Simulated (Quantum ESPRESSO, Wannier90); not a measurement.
# Wannier functions of RbBr (rock salt)

Materials Project entry mp-22867; symmetrised, unrelaxed at this level. COD (Crystallography Open Database) has an entry of this formula and space group (matched by these alone). Method: PBEsol plane waves in Quantum ESPRESSO 7.5 (PseudoDojo norm-conserving files, 37 Ry, spinors with spin-orbit coupling), Bloch states on a 6×6×6 mesh through Γ, Wannier90 4.0.1. Density: 8×8×8 mesh, cold smearing 0.01 Ry.

```
begin unit_cell_cart
ang
    0.0000000000    3.4559500000    3.4559500000
    3.4559500000    0.0000000000    3.4559500000
    3.4559500000    3.4559500000    0.0000000000
end unit_cell_cart
mp_grid = 6 6 6
```

Problem. Which shells of neighbouring k-points and which b-vectors and weights does Wannier90 pick for this cell and mesh?

Solution. 
```
 *---------------------------------- K-MESH ----------------------------------*
 +----------------------------------------------------------------------------+
 |                    Distance to Nearest-Neighbour Shells                    |
 |                    ------------------------------------                    |
 |          Shell             Distance (Ang^-1)          Multiplicity         |
 |          -----             -----------------          ------------         |
 |             1                   0.262417                      8            |
 |             2                   0.303013                      6            |
 |             3                   0.428525                     12            |
 |             4                   0.502490                     24            |
 |             5                   0.524834                      8            |
 |             6                   0.606026                      6            |
 |             7                   0.660401                     24            |
 |             8                   0.677558                     24            |
       ... (lines left out)
 +----------------------------------------------------------------------------+
 | The b-vectors are chosen automatically                                     |
 | The following shells are used:                       1                     |
 +----------------------------------------------------------------------------+
 |                        Shell   # Nearest-Neighbours                        |
 |                        -----   --------------------                        |
 |                          1               8                                 |
 +----------------------------------------------------------------------------+
 | Completeness relation is fully satisfied [Eq. (B1), PRB 56, 12847 (1997)]  |
 +----------------------------------------------------------------------------+
 |                  b_k Vectors (Ang^-1) and Weights (Ang^2)                  |
 |                  ----------------------------------------                  |
 |            No.         b_k(x)      b_k(y)      b_k(z)        w_b           |
 |            ---        --------------------------------     --------        |
 |             1         0.151506    0.151506   -0.151506     5.445624        |
 |             2         0.151506   -0.151506    0.151506     5.445624        |
 |             3        -0.151506    0.151506    0.151506     5.445624        |
 |             4         0.151506    0.151506    0.151506     5.445624        |
 |             5        -0.151506   -0.151506    0.151506     5.445624        |
 |             6        -0.151506    0.151506   -0.151506     5.445624        |
 |             7         0.151506   -0.151506   -0.151506     5.445624        |
 |             8        -0.151506   -0.151506   -0.151506     5.445624        |
```
